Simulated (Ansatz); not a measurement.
Ge in space group I4_132 (No. 214; Ge on 8a) under volume change, PBEsol (plane waves, PAW; program Ansatz), scaled uniformly.

| V (Å³/atom) | E − E(relaxed) (meV/atom) | P (GPa) |
|---|---|---|
| 35.808 | … | … |
| 36.989 | … | … |
| 38.169 | 2.9 | 0.82 |
| 39.350 | 0.0 | 0.00 |
| 40.530 | 2.6 | -0.69 |
| 41.711 | 9.9 | -1.28 |
| 42.891 | 21.2 | -1.79 |

Problem. Some entries are withheld; supply them.

Solution. 
- 35.808, E − E(relaxed) (meV/atom): 29.9
- 35.808, P (GPa): 2.99
- 36.989, E − E(relaxed) (meV/atom): 12.4
- 36.989, P (GPa): 1.80

Problem. What does a third-order Birch–Murnaghan fit give for V₀, B₀ and B′?

Solution. V₀ = 39.34 Å³/atom, B₀ = 25.3 GPa, B′ = 4.8.

The start of the workflow was typed in or built on a structure type; neither database checked (COD, Materials Project) lists it. It is not the phase usual at ambient conditions (space group No. 227). Symmetry was held in the PBEsol relaxation. At this level the phase is mechanically unstable. The volume moved by 44 % from the start of the relaxation.

Potentials: the later of the program's two PAW sets.
